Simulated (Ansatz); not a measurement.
Relaxation of a relaxed Al2O3 cell shaken by Gaussian noise of σ = 0.08 Å a coordinate; 10 atoms in the cell, which starts as P1 (No. 1), aP10; a = 2.787 Å, b = 5.458 Å, c = 5.458 Å, α = 90.00°, β = 90.00°, γ = 90.00°. These are r2SCAN (plane waves to 500 eV, PAW, scalar-relativistic; Ansatz, a quantum-chemistry and plane-wave program) values and carry that method's errors. Γ-centred k-mesh 4×4×8 on the run's cell (coarser than for final values), Fermi–Dirac smearing 0.05 eV. This is the first round of the run. 

The optimiser's lines from the output (shortened; P is positive under compression):

```
relax step   1: F+E_penalty+E_count = -5578.99425992 eV  Δ(F+E_penalty+E_count) = +0.000e0 eV  max|allowed force component| = 4.036e0 eV/Å  Δτ_max = 0.0000 Å  P = +5.458 GPa  Ω = 83.024 Å³  (10 SCF iters, dr2 threshold 1.00e-7 eV, accepted)
relax step   2: F+E_penalty+E_count = -5580.83572247 eV  Δ(F+E_penalty+E_count) = -1.841e0 eV  max|allowed force component| = 1.734e0 eV/Å  Δτ_max = 0.1950 Å  P = +0.138 GPa  Ω = 83.339 Å³  (8 SCF iters, dr2 threshold 1.00e-6 eV, accepted)
relax step   3: F+E_penalty+E_count = -5581.74375023 eV  Δ(F+E_penalty+E_count) = -9.080e-1 eV  max|allowed force component| = 1.242e0 eV/Å  Δτ_max = 0.1203 Å  P = +2.409 GPa  Ω = 82.198 Å³  (8 SCF iters, dr2 threshold 1.00e-6 eV, accepted)
relax step   4: F+E_penalty+E_count = -5582.66498325 eV  Δ(F+E_penalty+E_count) = -9.212e-1 eV  max|allowed force component| = 1.916e0 eV/Å  Δτ_max = 0.1392 Å  P = +4.172 GPa  Ω = 81.720 Å³  (8 SCF iters, dr2 threshold 1.00e-6 eV, accepted)
relax step   5: F+E_penalty+E_count = -5583.74520451 eV  Δ(F+E_penalty+E_count) = -1.080e0 eV  max|allowed force component| = 9.533e-1 eV/Å  Δτ_max = 0.2000 Å  P = +3.770 GPa  Ω = 82.041 Å³  (8 SCF iters, dr2 threshold 1.00e-6 eV, accepted)
relax step   6: F+E_penalty+E_count = -5584.23418316 eV  Δ(F+E_penalty+E_count) = -4.890e-1 eV  max|allowed force component| = 1.714e-1 eV/Å  Δτ_max = 0.1504 Å  P = +1.171 GPa  Ω = 83.839 Å³  (7 SCF iters, dr2 threshold 1.00e-6 eV, accepted)
relax step   7: F+E_penalty+E_count = -5584.28895329 eV  Δ(F+E_penalty+E_count) = -5.477e-2 eV  max|allowed force component| = 3.087e-1 eV/Å  Δτ_max = 0.0974 Å  P = +0.675 GPa  Ω = 84.582 Å³  (7 SCF iters, dr2 threshold 1.00e-6 eV, accepted)
relax step   8: F+E_penalty+E_count = -5584.59321348 eV  Δ(F+E_penalty+E_count) = -3.043e-1 eV  max|allowed force component| = 1.072e0 eV/Å  Δτ_max = 0.1907 Å  P = -0.070 GPa  Ω = 88.143 Å³  (8 SCF iters, dr2 threshold 1.00e-6 eV, accepted)
relax step   9: F+E_penalty+E_count = -5584.95340590 eV  Δ(F+E_penalty+E_count) = -3.602e-1 eV  max|allowed force component| = 1.460e0 eV/Å  Δτ_max = 0.1259 Å  P = +0.182 GPa  Ω = 90.820 Å³  (8 SCF iters, dr2 threshold 1.00e-6 eV, accepted)
relax step  10: F+E_penalty+E_count = -5585.61437836 eV  Δ(F+E_penalty+E_count) = -6.610e-1 eV  max|allowed force component| = 1.349e0 eV/Å  Δτ_max = 0.1019 Å  P = -0.841 GPa  Ω = 92.274 Å³  (7 SCF iters, dr2 threshold 1.00e-6 eV, accepted)
relax step  11: F+E_penalty+E_count = -5586.56702039 eV  Δ(F+E_penalty+E_count) = -9.526e-1 eV  max|allowed force component| = 1.398e0 eV/Å  Δτ_max = 0.1206 Å  P = +0.159 GPa  Ω = 92.830 Å³  (7 SCF iters, dr2 threshold 1.00e-6 eV, accepted)
relax step  12: F+E_penalty+E_count = -5587.31155779 eV  Δ(F+E_penalty+E_count) = -7.445e-1 eV  max|allowed force component| = 1.047e0 eV/Å  Δτ_max = 0.2000 Å  P = +0.165 GPa  Ω = 93.816 Å³  (7 SCF iters, dr2 threshold 1.00e-6 eV, accepted)
relax step  13: F+E_penalty+E_count = -5587.89846309 eV  Δ(F+E_penalty+E_count) = -5.869e-1 eV  max|allowed force component| = 4.410e-1 eV/Å  Δτ_max = 0.2000 Å  P = -0.440 GPa  Ω = 94.116 Å³  (7 SCF iters, dr2 threshold 1.00e-6 eV, accepted)
relax step  14: F+E_penalty+E_count = -5588.21866581 eV  Δ(F+E_penalty+E_count) = -3.202e-1 eV  max|allowed force component| = 6.397e-1 eV/Å  Δτ_max = 0.2000 Å  P = -0.059 GPa  Ω = 91.991 Å³  (7 SCF iters, dr2 threshold 1.00e-6 eV, accepted)
relax step  15: F+E_penalty+E_count = -5588.54610063 eV  Δ(F+E_penalty+E_count) = -3.274e-1 eV  max|allowed force component| = 1.018e0 eV/Å  Δτ_max = 0.1502 Å  P = +0.247 GPa  Ω = 90.625 Å³  (7 SCF iters, dr2 threshold 1.00e-6 eV, accepted)
relax step  16: F+E_penalty+E_count = -5588.89853607 eV  Δ(F+E_penalty+E_count) = -3.524e-1 eV  max|allowed force component| = 4.351e-1 eV/Å  Δτ_max = 0.2000 Å  P = +2.180 GPa  Ω = 90.292 Å³  (7 SCF iters, dr2 threshold 1.00e-6 eV, accepted)
relax step  17: F+E_penalty+E_count = -5588.96784691 eV  Δ(F+E_penalty+E_count) = -6.931e-2 eV  max|allowed force component| = 5.048e-2 eV/Å  Δτ_max = 0.0792 Å  P = +1.169 GPa  Ω = 90.998 Å³  (7 SCF iters, dr2 threshold 1.00e-6 eV, accepted)
relax step  18: F+E_penalty+E_count = -5588.96941013 eV  Δ(F+E_penalty+E_count) = -1.563e-3 eV  max|allowed force component| = 1.078e-1 eV/Å  Δτ_max = 0.0425 Å  P = +1.141 GPa  Ω = 91.402 Å³  (7 SCF iters, dr2 threshold 1.00e-6 eV, accepted)
relax step  19: F+E_penalty+E_count = -5588.97344980 eV  Δ(F+E_penalty+E_count) = -4.040e-3 eV  max|allowed force component| = 1.740e-2 eV/Å  Δτ_max = 0.0119 Å  P = +0.031 GPa  Ω = 91.865 Å³  (5 SCF iters, dr2 threshold 1.00e-6 eV, accepted)
relax step  20: F+E_penalty+E_count = -5588.97348526 eV  Δ(F+E_penalty+E_count) = -3.546e-5 eV  max|allowed force component| = 1.792e-3 eV/Å  Δτ_max = 0.0019 Å  P = -0.006 GPa  Ω = 91.887 Å³  (6 SCF iters, dr2 threshold 1.89e-8 eV, accepted)
relax step  21: F+E_penalty+E_count = -5589.04652380 eV  Δ(F+E_penalty+E_count) = -7.304e-2 eV  max|allowed force component| = 1.139e-2 eV/Å  Δτ_max = 0.0000 Å  P = +1.125 GPa  Ω = 91.887 Å³  stress off target by 2.91e0 GPa  SCF on the basis re-selected at this cell (its energy is not comparable with the rows above)  (8 SCF iters)
relax step  22: F+E_penalty+E_count = -5589.05307893 eV  Δ(F+E_penalty+E_count) = -6.555e-3 eV  max|allowed force component| = 2.533e-2 eV/Å  Δτ_max = 0.0128 Å  P = +0.140 GPa  Ω = 92.240 Å³  (6 SCF iters, dr2 threshold 1.00e-6 eV, accepted)
relax step  23: F+E_penalty+E_count = -5589.05326658 eV  Δ(F+E_penalty+E_count) = -1.876e-4 eV  max|allowed force component| = 2.155e-3 eV/Å  Δτ_max = 0.0045 Å  P = -0.010 GPa  Ω = 92.283 Å³  (5 SCF iters, dr2 threshold 2.60e-7 eV, accepted)
relax step  24: F+E_penalty+E_count = -5589.05348700 eV  Δ(F+E_penalty+E_count) = -2.204e-4 eV  max|allowed force component| = 2.099e-3 eV/Å  Δτ_max = 0.0000 Å  P = -0.013 GPa  Ω = 92.283 Å³  stress off target by 1.77e-2 GPa  SCF on the basis re-selected at this cell (its energy is not comparable with the rows above)  (6 SCF iters)
```

From the first to the last row the energy changes by -1.01 eV/atom and the volume by +11.2 %. The last row is marked as not comparable with the walk above it, whose basis was carried along; it does compare with step 1, since both stand on a basis selected at the nominal cutoff for their own cell.

Energy and pressure jump between steps 20 and 21 at one geometry, where the plane-wave basis was selected anew. While the cell walks, the set of plane waves is carried along, so its effective cutoff drifts with the strain; re-selecting it at 500 eV moved the energy by -0.007 eV/atom and the pressure by 1.1 GPa. Only step 1 and rows on a re-selected basis compare with each other.

Later rounds, restarted from the end of this one on a renewed k-mesh, logged 6 more steps and released under 1 meV/atom more. The final structure after all rounds: P2₁ (No. 4), mP10; a = 2.9412 Å, b = 4.6804 Å, c = 6.7589 Å, α = 90.00°, β = 97.36°, γ = 90.00°. Between re-selections the logged energies stand on a plane-wave basis carried along with the cell. No spin polarisation in the result.

The relaxed structure here is a generated cell of Al2O3: the first start was made by placing the elements on the sites of a structure type, and the end was not matched to a known phase here, so it may be hypothetical. Known forms of Al2O3 include space group No. 167.
